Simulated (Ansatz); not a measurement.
Relaxation of a generated cell, WS2 placed in the AFLOW prototype A2B_hP9_150_ef_bd (C22, as in Fe2P); 9 atoms in the cell, which starts as P321 (No. 150), hP9; a = b = 6.851 Å, c = 4.040 Å, α = β = 90.00°, γ = 120.00°. All values below come from PBE (plane waves to 420 eV, PAW, scalar-relativistic; Ansatz, a program for electronic structure). Γ-centred k-mesh 4×4×6 on the run's cell (coarser than for final values), Fermi–Dirac smearing 0.05 eV. This is the first round of the run. 

The optimiser's lines from the output (shortened; P is positive under compression):

```
relax step   1: F+E_penalty+E_count = -36567.97155780 eV  Δ(F+E_penalty+E_count) = +0.000e0 eV  max|allowed force component| = 1.216e0 eV/Å  Δτ_max = 0.0000 Å  P = -18.013 GPa  Ω = 164.233 Å³  (8 SCF iters, dr2 threshold 1.00e-7 eV, accepted)
relax step   2: F+E_penalty+E_count = -36569.67681800 eV  Δ(F+E_penalty+E_count) = -1.705e0 eV  max|allowed force component| = 8.365e-1 eV/Å  Δτ_max = 0.0852 Å  P = +0.469 GPa  Ω = 141.227 Å³  (6 SCF iters, dr2 threshold 9.00e-7 eV, accepted)
relax step   3: F+E_penalty+E_count = -36569.86056147 eV  Δ(F+E_penalty+E_count) = -1.837e-1 eV  max|allowed force component| = 6.644e-1 eV/Å  Δτ_max = 0.1167 Å  P = +0.811 GPa  Ω = 142.142 Å³  (6 SCF iters, dr2 threshold 9.00e-7 eV, accepted)
relax step   4: F+E_penalty+E_count = -36570.01243713 eV  Δ(F+E_penalty+E_count) = -1.519e-1 eV  max|allowed force component| = 2.319e-1 eV/Å  Δτ_max = 0.1945 Å  P = +1.442 GPa  Ω = 144.960 Å³  (6 SCF iters, dr2 threshold 9.00e-7 eV, accepted)
relax step   5: F+E_penalty+E_count = -36570.12517729 eV  Δ(F+E_penalty+E_count) = -1.127e-1 eV  max|allowed force component| = 5.108e-1 eV/Å  Δτ_max = 0.0472 Å  P = +0.960 GPa  Ω = 147.545 Å³  (6 SCF iters, dr2 threshold 9.00e-7 eV, accepted)
relax step   6: F+E_penalty+E_count = -36570.25912192 eV  Δ(F+E_penalty+E_count) = -1.339e-1 eV  max|allowed force component| = 1.068e-1 eV/Å  Δτ_max = 0.0420 Å  P = -0.274 GPa  Ω = 149.940 Å³  (6 SCF iters, dr2 threshold 9.00e-7 eV, accepted)
relax step   7: F+E_penalty+E_count = -36570.25896941 eV  Δ(F+E_penalty+E_count) = +1.525e-4 eV  max|allowed force component| = 3.888e-1 eV/Å  Δτ_max = 0.0318 Å  P = +1.483 GPa  Ω = 150.905 Å³  (6 SCF iters, dr2 threshold 9.00e-7 eV, accepted)
relax step   8: F+E_penalty+E_count = -36570.27669274 eV  Δ(F+E_penalty+E_count) = -1.772e-2 eV  max|allowed force component| = 1.404e-1 eV/Å  Δτ_max = 0.0296 Å  P = -0.267 GPa  Ω = 152.123 Å³  (6 SCF iters, dr2 threshold 9.00e-7 eV, accepted)
relax step   9: F+E_penalty+E_count = -36570.27967960 eV  Δ(F+E_penalty+E_count) = -2.987e-3 eV  max|allowed force component| = 3.106e-2 eV/Å  Δτ_max = 0.0128 Å  P = -0.301 GPa  Ω = 151.953 Å³  (6 SCF iters, dr2 threshold 9.00e-7 eV, accepted)
relax step  10: F+E_penalty+E_count = -36570.28018790 eV  Δ(F+E_penalty+E_count) = -5.083e-4 eV  max|allowed force component| = 2.301e-3 eV/Å  Δτ_max = 0.0023 Å  P = +0.020 GPa  Ω = 151.642 Å³  (6 SCF iters, dr2 threshold 2.83e-7 eV, accepted)
relax step  11: F+E_penalty+E_count = -36570.28018676 eV  Δ(F+E_penalty+E_count) = +1.146e-6 eV  max|allowed force component| = 2.143e-4 eV/Å  Δτ_max = 0.0003 Å  P = -0.000 GPa  Ω = 151.657 Å³  (6 SCF iters, dr2 threshold 1.05e-9 eV, accepted)
relax step  12: F+E_penalty+E_count = -36570.27917093 eV  Δ(F+E_penalty+E_count) = +1.016e-3 eV  max|allowed force component| = 3.231e-4 eV/Å  Δτ_max = 0.0000 Å  P = +0.007 GPa  Ω = 151.657 Å³  stress off target by 4.41e-2 GPa  SCF on the basis re-selected at this cell (its energy is not comparable with the rows above)  (6 SCF iters)
relax step  13: F+E_penalty+E_count = -36570.27918058 eV  Δ(F+E_penalty+E_count) = -9.650e-6 eV  max|allowed force component| = 2.550e-3 eV/Å  Δτ_max = 0.0006 Å  P = -0.000 GPa  Ω = 151.716 Å³  (6 SCF iters, dr2 threshold 4.85e-9 eV, accepted)
relax step  14: F+E_penalty+E_count = -36570.27919107 eV  Δ(F+E_penalty+E_count) = -1.049e-5 eV  max|allowed force component| = 2.547e-3 eV/Å  Δτ_max = 0.0000 Å  P = -0.000 GPa  Ω = 151.716 Å³  stress off target by 1.29e-2 GPa  SCF on the basis re-selected at this cell (its energy is not comparable with the rows above)  (9 SCF iters)
```

From the first to the last row the energy changes by -0.26 eV/atom and the volume by -7.6 %. The last row is marked as not comparable with the walk above it, whose basis was carried along; it does compare with step 1, since both stand on a basis selected at the nominal cutoff for their own cell.

Later rounds, restarted from the end of this one on a renewed k-mesh, logged 14 more steps and released under 0.01 eV/atom more. The final structure after all rounds: P321 (No. 150), hP9, AFLOW prototype A2B_hP9_150_ef_bd (C22, as in Fe2P); a = b = 6.3241 Å, c = 4.3860 Å, α = β = 90.00°, γ = 120.00°. Between re-selections the logged energies stand on a plane-wave basis carried along with the cell. No spin polarisation in the result.

The run could not lower the symmetry of its start; a shaken copy of this end point relaxes with PBE to C2/m (No. 12), 0.43 eV/atom lower.

The relaxed structure here is a generated cell of WS2: the first start was made by placing the elements on the sites of a structure type, and the end was not matched to a known phase here, so it may be hypothetical. Known forms of WS2 include space group No. 194.
